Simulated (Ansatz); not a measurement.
## NaB (Fm-3m), stationary points along a deformation path

The calculation used DFT LDA, scalar-relativistic, plane waves, PAW (Ansatz). Cutoff 420 eV, Γ-centred 18×18×18 k-points, Gaussian smearing of 0.15 eV. No spin polarisation. Energies are free energies at this smearing, counted from the undisturbed cell; pressure is positive in compression.

Reference structure (as given, not relaxed at this level; it stands at -2.5 GPa, and it needn't be the usual structure):

```
Na B
1.0
     0.00000    2.68387    2.68387
     2.68387    0.00000    2.68387
     2.68387    2.68387    0.00000
Na B
1 1
Direct
  0.00000 0.00000 0.00000
  0.50000 0.50000 0.50000
```

At fixed volume and fractional coordinates, lengths along (0.000, 0.000, 1.000) are scaled against those across it; ρ is that ratio over its starting value. V = 19.332 Å³/atom. Δσ is the stress along the axis less the mean stress across it (compression positive).

```csv
ρ,ΔE (meV/atom),Δσ (GPa),space group
0.707,485.5,40.09,I4/mmm
0.780,226.8,25.62,I4/mmm
0.850,88.4,14.75,I4/mmm
1.000,0.0,0.00,Fm-3m
1.200,77.5,-9.69,I4/mmm
1.414,248.2,-16.16,I4/mmm
```

Problem. How does the stress give the slope of the energy, and where is the energy stationary?

Solution. Along the path d ln(length) is 2/3 d ln ρ on the axis and −1/3 d ln ρ across it, so dE/d ln ρ = −(2/3) V Δσ: the energy falls with ρ where Δσ is positive. Δσ vanishes or changes sign at ρ = 1.000 (Fm-3m), a minimum at 0.0 meV/atom. Pairs of stationary points between two samples would go unseen, and could change a minimum read from distant neighbours into a maximum. At ρ = 1.000 the cell is cubic, where symmetry alone makes the stress isotropic and the slope zero.

In a metal these slopes depend on the k mesh and the smearing.